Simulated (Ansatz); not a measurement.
Polymorphs of SnO, each relaxed with DFT-PBEsol in the program Ansatz with PAW potentials:

A: zinc blende (F-43m)
a = b = c = 5.3766 Å, α = β = γ = 90.00°

| atom | site | symmetry | x | y | z |
|---|---|---|---|---|---|
| O | 4d | -43m | 0.7500 | 0.7500 | 0.7500 |
| Sn | 4a | -43m | 0.0000 | 0.0000 | 0.0000 |

B: R3m
a = b = 3.324 Å, c = 11.742 Å, α = β = 90.00°, γ = 120.00°

```csv
atom,site,symmetry,x,y,z
Sn,3a,3m,0.0000,0.0000,0.7885
O,3a,3m,0.0000,0.0000,0.2115
```

Task: Order them by energy per atom at 0 K (lowest first) at the level PBEsol.

Result: B (+0 meV/atom), A (+164 meV/atom)

Task: Give each one's gap.

Result: A no gap; B 0.30 eV.

Constructed cells (a structure type filled with these elements, in neither database checked): B. Typed or built starts, not in the databases checked: A. Not the usual ambient phase: A; B. Unstable at this level: A. All cells were relaxed under the symmetry of their starts (and spin orders); stability against distortions was not tested throughout. Spin–orbit coupling is left out wherever it is not named.

Energies hold the estimated change up to a 700 eV cutoff; steps of a few meV lie near the error of the meshes.

Potentials: the later of the program's two PAW sets.
